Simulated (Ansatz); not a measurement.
PbTe (rock salt)

```xyz
2
Lattice="0.0000 3.2674 3.2674 3.2674 0.0000 3.2674 3.2674 3.2674 0.0000" Properties=species:S:1:pos:R:3 pbc="T T T"
Te     0.0000     0.0000     0.0000
Pb     3.2674     3.2674     3.2674
```

Two coordinates are scanned: the volume, and the ratio of the stretch along z (the conventional c axis) to the stretch across it. Atoms keep their fractional coordinates.

Method: r2SCAN (plane waves to 500 eV, PAW, scalar-relativistic; Ansatz, a first-principles code). k mesh 9×9×9 (Γ-centred), Fermi-Dirac smearing 0.05 eV. E stands for the smeared free energy. PbTe was relaxed with its symmetry unable to fall. Spin-orbit coupling is left out, though Pb and Te are heavy. ΔE is measured from the relaxed starting cell.

| ΔE (meV/atom) | V/V₀ = 0.960 | V/V₀ = 0.980 | V/V₀ = 1.000 | V/V₀ = 1.020 | V/V₀ = 1.040 |
|---|---|---|---|---|---|
| (c/a)/(c/a)₀ = 0.920 | 77.6 | 67.1 | 60.9 | 58.6 | 59.8 |
| (c/a)/(c/a)₀ = 0.960 | 23.7 | ? | 13.8 | 14.6 | 18.8 |
| (c/a)/(c/a)₀ = 1.000 | 7.9 | 1.9 | 0.0 | 1.8 | ? |
| (c/a)/(c/a)₀ = 1.040 | 21.1 | 14.2 | 11.5 | 12.4 | ? |
| (c/a)/(c/a)₀ = 1.080 | ? | 47.2 | 42.1 | 40.8 | 42.9 |

Problem. Fill in the missing entries.

Solution. 
- (c/a)/(c/a)₀ = 0.960, V/V₀ = 0.980: 16.7
- (c/a)/(c/a)₀ = 1.000, V/V₀ = 1.040: 6.9
- (c/a)/(c/a)₀ = 1.040, V/V₀ = 1.040: 16.7
- (c/a)/(c/a)₀ = 1.080, V/V₀ = 0.960: 56.7

(Under strain, the slope of the energy per volume gives the stress and its curvature an elastic modulus.)
